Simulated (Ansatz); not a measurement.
Relaxed Tl (hcp, Mg type):

```yaml
crystal:
  lattice:
    - [7.21499, 0.00000, 0.00000]
    - [-1.80375, 3.12418, 0.00000]
    - [0.00000, 0.00000, 5.57674]
  atoms:
    - { symbol: Tl, position: [0.16667, 0.66667, 0.75000] }
    - { symbol: Tl, position: [0.66667, 0.66667, 0.75000] }
    - { symbol: Tl, position: [0.33333, 0.33333, 0.25000] }
    - { symbol: Tl, position: [0.83333, 0.33333, 0.25000] }
```

In each cell atom 1 (Tl, nearest neighbour Tl at 3.480 Å; its periodic images, 3.6 Å or more away, move with it) moves by s·(0.707, 0.707, 0.000) (along Cartesian [110]), the rest being held.

These are PBE (plane waves to 420 eV, PAW, scalar-relativistic; Ansatz, a quantum-chemistry and plane-wave program) values and carry that method's errors. k mesh 6×12×7 (Γ-centred), Fermi-Dirac smearing 0.05 eV. The energy includes the smearing's −TS. With partly filled bands, energies and forces of such displacements shift with the k mesh and the smearing. Spin-orbit coupling is left out, though Tl is heavy. The PAW data are Ansatz's earlier set. The relaxed volume of Tl is well above the measured one; the method has no dispersion term. Tl was relaxed with its symmetry unable to fall. The zero of ΔE is the undisplaced structure. The last digit holds for this mesh only.

| s (Å) | ΔE (meV/cell) |
|---|---|
| -0.350 | 100.0 |
| -0.280 | 62.6 |
| -0.210 | 34.5 |
| -0.140 | 15.0 |
| -0.070 | 3.7 |
| 0.000 | 0.0 |
| 0.070 | 3.6 |
| 0.140 | 14.1 |
| 0.210 | withheld |
| 0.280 | 56.2 |
| 0.350 | 88.5 |

### Question
Fit a polynomial form (powers 2, 3, 4) to the given rows and predict ΔE at s = 0.210.

### Answer
Least squares on the 10 given rows: ΔE = (739.2)·s² + (-136.9)·s³ + (245.2)·s⁴, in meV/cell with s in Å; root-mean-square residual 0.12 meV/cell. At 0.210 the fit gives 31.8 meV/cell; the calculation gives 31.6 meV/cell, so the interpolation is off by 0.2 (+0.6 %). The quadratic term alone would give 32.6 meV/cell.

(For displaced atoms, the force is minus the slope of the energy, and its curvature is a force constant, which sets phonon frequencies.)
